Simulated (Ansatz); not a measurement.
Pd (fcc, Cu type)

Space group Fm-3m (No. 225); a = b = c = 3.908 Å, α = β = γ = 90.00°

```json
[
 {"atom": "Pd", "site": "4a", "symmetry": "m-3m", "x": "0.0000", "y": "0.0000", "z": "0.0000"}
]
```
(The calculation used a cell of 1 atom; values per cell refer to that cell.)

The volume is varied about the relaxed value V₀ at fixed cell shape. Symmetry pins the atoms to their sites.

The numbers are results of r2SCAN (plane waves to 500 eV, PAW, scalar-relativistic; Ansatz, an electronic-structure program), not measurements. k mesh 21×21×21 (Γ-centred), Fermi-Dirac smearing 0.05 eV. E stands for the smeared free energy. Pd is run without spin polarisation. Pd was relaxed with its symmetry unable to fall. ΔE is measured from the relaxed starting cell. The last digit holds for this mesh only.

```
V (Å³/atom)  ΔE (meV/atom)
-----------  -------------
13.433               107.8
13.806                57.0
14.179                23.8
14.552                 5.6
14.925                 0.0
15.298                 5.2
15.671                19.6
16.045                41.7
16.418                70.3
```

Question: What is the fitted pressure derivative B₀′?

Answer: 5.6.

Question: What bulk modulus B₀ follows from a third-order Birch-Murnaghan fit?

Answer: 185 GPa. Check by three points about V = 14.925 Å³/atom, step 0.746: d²E/dV² ≈ (24 − 2·0 + 20) meV / 0.746² = 0.0790 eV/Å⁶, and V·d²E/dV² × 160.2 = 189 GPa.

(Under strain, the slope of the energy per volume gives the stress and its curvature an elastic modulus.)
